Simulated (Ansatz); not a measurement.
Does this entry for CeI4O12 lie near equilibrium?

The cell is an entry of the Crystallography Open Database (COD).

```yaml
crystal:
  lattice:
    - [9.90000, 0.00000, 0.00000]
    - [0.00000, 9.90000, 0.00000]
    - [0.00000, 0.00000, 5.32000]
  atoms:
    - { symbol: Ce, position: [0.00000, 0.00000, 0.50000] }
    - { symbol: Ce, position: [0.50000, 0.50000, 0.00000] }
    - { symbol: I, position: [0.27600, 0.99800, 0.04000] }
    - { symbol: I, position: [0.50200, 0.77600, 0.54000] }
    - { symbol: I, position: [0.72400, 0.00200, 0.04000] }
    - { symbol: I, position: [0.49800, 0.22400, 0.54000] }
    - { symbol: I, position: [0.22400, 0.50200, 0.46000] }
    - { symbol: I, position: [0.99800, 0.72400, 0.96000] }
    - { symbol: I, position: [0.77600, 0.49800, 0.46000] }
    - { symbol: I, position: [0.00200, 0.27600, 0.96000] }
    - { symbol: O, position: [0.20000, 0.94000, 0.31400] }
    - { symbol: O, position: [0.56000, 0.70000, 0.81400] }
    - { symbol: O, position: [0.80000, 0.06000, 0.31400] }
    - { symbol: O, position: [0.44000, 0.30000, 0.81400] }
    - { symbol: O, position: [0.30000, 0.56000, 0.18600] }
    - { symbol: O, position: [0.94000, 0.80000, 0.68600] }
    - { symbol: O, position: [0.70000, 0.44000, 0.18600] }
    - { symbol: O, position: [0.06000, 0.20000, 0.68600] }
    - { symbol: O, position: [0.17000, 0.92000, 0.79100] }
    - { symbol: O, position: [0.58000, 0.67000, 0.29100] }
    - { symbol: O, position: [0.83000, 0.08000, 0.79100] }
    - { symbol: O, position: [0.42000, 0.33000, 0.29100] }
    - { symbol: O, position: [0.33000, 0.58000, 0.70900] }
    - { symbol: O, position: [0.92000, 0.83000, 0.20900] }
    - { symbol: O, position: [0.67000, 0.42000, 0.70900] }
    - { symbol: O, position: [0.08000, 0.17000, 0.20900] }
    - { symbol: O, position: [0.41000, 0.87500, 0.02500] }
    - { symbol: O, position: [0.62500, 0.91000, 0.52500] }
    - { symbol: O, position: [0.59000, 0.12500, 0.02500] }
    - { symbol: O, position: [0.37500, 0.09000, 0.52500] }
    - { symbol: O, position: [0.09000, 0.62500, 0.47500] }
    - { symbol: O, position: [0.87500, 0.59000, 0.97500] }
    - { symbol: O, position: [0.91000, 0.37500, 0.47500] }
    - { symbol: O, position: [0.12500, 0.41000, 0.97500] }
```

Atom numbers follow the list; atoms alike are taken as one site, whose name carries the number of the first.

Computed with Ansatz: DFT, PBE, plane waves and PAW, scalar-relativistic, 420 eV cutoff, Γ-centred 2×2×4 k-points, Fermi–Dirac smearing 0.02 eV.

Task: Do the atoms and the cell lie near the calculated equilibrium?

Result: No. The largest force is 4.5 eV/Å, on atom 3 (I: 3 O at 1.74–1.86 Å), and the pressure is 10.1 GPa. Such values can come from a cell under pressure, imprecise or misplaced coordinates, missing atoms or a wrong setting of the space group; the run alone doesn't tell which, and gradients calculated on this entry can't be taken for those of the compound at ambient conditions.
